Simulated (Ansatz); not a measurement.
## Property card for CsCaH3

CsCaH$_{3}$ (cubic perovskite, space group No. 221), a = 4.468 Å, b = 4.468 Å, c = 4.468 Å, α = 90.00°, β = 90.00°, γ = 90.00°.

Space group Pm-3m (No. 221), cubic perovskite; conventional cell a = b = c = 4.4681 Å, α = β = γ = 90.00°.

Method: LDA (plane waves, PAW; program Ansatz). Structure relaxed to zero pressure with the same functional. Other levels are named where they apply.

**Cell and energy**

```
Property                                                       Value
-----------------------------------------------------  -------------
Volume per atom                                             17.84 Å³
Density                                                   3.28 g/cm³
Formation energy from the elements (no fitted shifts)  -0.51 eV/atom
```

**Electronic structure**

```
Property                                                                                         Value
--------------------------------------------------------------  --------------------------------------
Band gap                                                                              2.67 eV (direct)
Valence-band maximum                                                                              at M
Conduction-band minimum                                                    at M (3 equivalent valleys)
Electron effective mass                                         0.41, 0.41, 0.43 mₑ (principal values)
Weight of the conduction-edge state by species (Voronoi cells)                H 58 %, Ca 21 %, Cs 21 %
Weight of the valence-edge state by species (Voronoi cells)                     H 85 %, Cs 9 %, Ca 6 %
```

**Mechanics**

```
Item                                                                           Value
--------------------------------------------  --------------------------------------
Bulk modulus (Birch–Murnaghan fit)                                          28.3 GPa
Pressure derivative B′                                                           3.7
Elastic constants (relaxed ions, GPa)             C11 = 61.8, C12 = 11.6, C44 = 21.0
Mechanical stability                          stable (all eigenvalues of C positive)
Hill bulk and shear moduli                                         28.3 and 22.6 GPa
Young's modulus                                                             53.5 GPa
Poisson's ratio                                                                 0.19
Debye temperature from the elastic constants                                   330 K
```

**Dielectric response**

```
Item                                                                             Result
--------------------------------------------------------  -----------------------------
Electronic dielectric constant ε∞ (DFPT)                                           3.84
Static dielectric constant ε0 (ions relaxed, cell fixed)                           9.78
Born charges (a third of the trace)                       Cs +1.09, Ca +1.92, H -1.01 e
```

**Phonons**

```
Item                                                                       Value
--------------------------------------------------  ----------------------------
Highest zone-centre frequency (without LO–TO term)                     1111 cm⁻¹
Zone-centre stability                                     no imaginary mode at Γ
Dynamical stability on the path                     stable (no imaginary branch)
Zero-point energy                                                  90.1 meV/atom
Vibrational entropy at 300 K                             21.2 J/(K·mol of atoms)
```

The first step of the workflow began from a Materials Project structure, measured or hypothetical; the Crystallography Open Database copy checked does not list it. Its standing as an ambient phase is unchecked. The LDA relaxation kept the symmetry of its start. The references are the lowest solids computed at this level, not always the standard phases (solids in place of the gases). Spin–orbit coupling is left out wherever it is not named.

Potentials: the later of the program's two PAW sets.
